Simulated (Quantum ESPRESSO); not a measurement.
# One change at a time to HfPt2TaW4

Calculated results; nothing here was measured. They come from Quantum ESPRESSO 7.5, a public plane-wave density functional program. Each row is one single-point run on a made-up periodic cell of eight metal atoms, with elements, volume, strain and displacements drawn at random and not relaxed, so a cell may be unstable or far from any real phase. There is no spin polarisation or spin-orbit coupling.

Settings: PBE unless stated; PseudoDojo standard norm-conserving files; Fermi-Dirac width 0.25 eV, which means electrons at about 2900 K; cutoff 1143 eV; 8 x 4 x 3 k mesh shifted half a step off Gamma. E is the free energy of the whole cell (internal energy minus TS), so a -TS column is already part of it. Stress is positive in tension, and the pressure P is minus a third of its trace.

Checks: one run of this series was repeated at a higher cutoff and on a denser mesh, which moved values by no more than 0.017 eV, 0.19 GPa and 0.012 eV/Å, and a second program with other atomic files agreed on it to 2 % rms in force and 0.5 GPa in pressure. Known limits: heavy elements are run without spin-orbit coupling, which real alloys of them have; a spin test at this wide smearing found no moment, but such smearing suppresses magnetism that the real alloy may have.

The lattice is face-centred cubic, and the cell vectors in Å are (0.000, -2.022, -2.022); (0.000, 4.043, -4.043); (8.087, 0.000, 0.000), a volume of 132.20 Å³ in run 1. The elements on sites 1 to 8 are Hf W Pt W Pt W W Ta. Each later run makes one change to run 1 and keeps the rest. E is counted from run 1, and is n/a where other atomic files have another zero of energy.

```
run                           change  V (Å³)  P (GPa)  -TS (eV)  rms force (eV/Å)  largest change of a force component (eV/Å)  E (eV)
  1                             none  132.20     7.44    -1.541             0.878                                       0.000   0.000
  2          sites 1 and 3 exchanged  132.20     7.24    -1.626             0.827                                       1.881   0.286
  3    all lengths scaled by +1.48 %  138.15    -3.23    -1.614             0.791                                       0.234       ?
  4              LDA in place of PBE  132.20    -7.47    -1.561             0.799                                       0.202     n/a
  5                     Al on site 4  132.20     5.71    -1.390             0.799                                       0.659     n/a
  6  site 7 moved by +0.12 Å along z  132.20     7.55    -1.533             0.847                                       1.069  -0.094
```

## Worked estimate

Along a uniform scaling dE = -P dV. The mean of the two pressures is 2.105 GPa and the volume changes by 5.95 Å³, with 160.2 GPa to one eV/Å³. The same two rows give -V dP/dV = 242 GPa for this cell with clamped atoms, which is not the bulk modulus of a real alloy.

## Withheld value

Question: what E should run 3 give?

The estimate is -0.078 eV. The calculation gave -0.071 eV. The mean of two end points misses the curvature of P, and the finite cutoff adds a little.
